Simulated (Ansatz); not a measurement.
**Al5GaP6 (P31m) at 2 levels of theory**

One geometry, relaxed with PBE; plane waves with PAW potentials in Ansatz, scalar-relativistic. No spin polarisation. Gaps are the least over mesh and band path; pressure is positive in compression.

```xyz
12
Lattice="6.7322 0.0000 0.0000 -3.3661 5.8302 0.0000 0.0000 0.0000 6.3859" Properties=species:S:1:pos:R:3 pbc="T T T"
Al    1.1227    1.9445    6.3851
Al   -2.2434    3.8857    6.3851
Al    4.4868    0.0000    6.3851
Al    3.3661    1.9434    3.1934
Al    0.0000    3.8868    3.1934
Ga    0.0000    0.0000    3.2009
P     1.1233    1.9455    2.3915
P    -2.2428    3.8847    2.3915
P     4.4857    0.0000    2.3915
P     3.3661    1.9434    5.5848
P     0.0000    3.8868    5.5848
P     0.0000    0.0000    5.5964
```

```tsv
level	cutoff (eV)	k mesh	gap (eV)	pressure (GPa)
PBE	420	6×6×4	1.71	0.0
```

Problem. What comes out on the same cell with LDA?

Solution.
```tsv
level	cutoff (eV)	k mesh	gap (eV)	pressure (GPa)
LDA	420	6×6×4	1.55	-3.6
```

The structure comes from a generated guess; another structure or a mixture of phases may lie lower.
